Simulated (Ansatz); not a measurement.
HfN:
Space group Fm-3m (No. 225); a = b = c = 4.526 Å, α = β = γ = 90.00°

| atom | site | symmetry | x | y | z |
|---|---|---|---|---|---|
| N | 4a | m-3m | 0.0000 | 0.0000 | 0.0000 |
| Hf | 4b | m-3m | 0.5000 | 0.5000 | 0.5000 |
(The calculation used a cell of 2 atoms; values per cell refer to that cell.)

Relaxed with r²SCAN.

Problem. Tabulate the valence density and the electron localisation function along the shortest N–Hf contact (2.26 Å), r²SCAN (plane waves, PAW; program Ansatz).

Solution. 

```csv
distance from N (Å),density (e/Å³),ELF
0.23,3.52,0.23
0.34,3.23,0.51
0.45,2.60,0.71
0.57,1.87,0.79
0.68,1.28,0.81
0.79,0.88,0.75
0.91,0.64,0.55
1.02,0.51,0.29
1.13,0.50,0.14
1.24,0.69,0.15
1.36,1.24,0.30
1.47,2.51,0.54
1.58,4.93,0.73
1.70,8.95,0.81
1.81,14.68,0.84
1.92,21.59,0.83
2.04,28.45,0.80
```

The density is the valence pseudo-density with augmentation charge, so density and ELF within about 1 Å of a nucleus are not all-electron values.

The cell was relaxed with r²SCAN under the symmetry of its start; of distortions, only those at the zone centre were tested. No spin polarisation was allowed. Scalar-relativistic: spin–orbit coupling is off unless named, which matters more the heavier the elements.

Potentials: the later of the program's two PAW sets.
